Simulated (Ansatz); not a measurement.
## Computed properties of Mg

Mg:
```xyz
8
Lattice="5.6950 0.0000 0.0000 0.0000 5.6950 0.0000 0.0000 0.0000 5.6950" Properties=species:S:1:pos:R:3 pbc="T T T"
Mg     0.0000     0.0000     0.0000
Mg     2.8475     2.8475     2.8475
Mg     1.4238     0.0000     2.8475
Mg     4.2713     0.0000     2.8475
Mg     2.8475     1.4238     0.0000
Mg     2.8475     4.2713     0.0000
Mg     0.0000     2.8475     1.4238
Mg     0.0000     2.8475     4.2713
```

Space group Pm-3n (No. 223), A15 (β-W type); conventional cell a = 5.6950 Å, b = 5.6950 Å, c = 5.6950 Å, α = 90.00°, β = 90.00°, γ = 90.00°.

Method: the program Ansatz at the r²SCAN level (PAW). The cell and atoms are relaxed at this level. Other levels are named where they apply.

**Cell and energy**

```
Quantity             Result
---------------  ----------
Volume per atom    23.09 Å³
Density          1.75 g/cm³
```

**Electronic structure**

```
Property                                                                    Result
------------------------------------  --------------------------------------------
Electronic character                                             metallic (no gap)
Density of states at the Fermi level  0.31 states/eV per atom (mean over ±0.08 eV)
```

**Mechanics**

```
Quantity                                                                       Value
--------------------------------------------  --------------------------------------
Bulk modulus (Birch–Murnaghan fit)                                          37.2 GPa
Pressure derivative B′                                                           3.8
Elastic constants (relaxed ions, GPa)              C11 = 85.5, C12 = 13.6, C44 = 6.8
Mechanical stability                          stable (all eigenvalues of C positive)
Hill bulk and shear moduli                                         37.5 and 14.3 GPa
Young's modulus                                                             38.1 GPa
Poisson's ratio                                                                 0.33
Debye temperature from the elastic constants                                   335 K
```

The start of the workflow was typed in or built on a structure type; neither database checked (COD, Materials Project) lists it. It is not the phase usual at ambient conditions (space group No. 194). Symmetry was held in the r²SCAN relaxation; whether a distortion lowers the energy is not shown. As this level gives no gap, shear constants depend on the k-mesh and smearing (Fermi–Dirac, 0.1 eV here).

Potentials: the earlier of the program's two PAW sets.
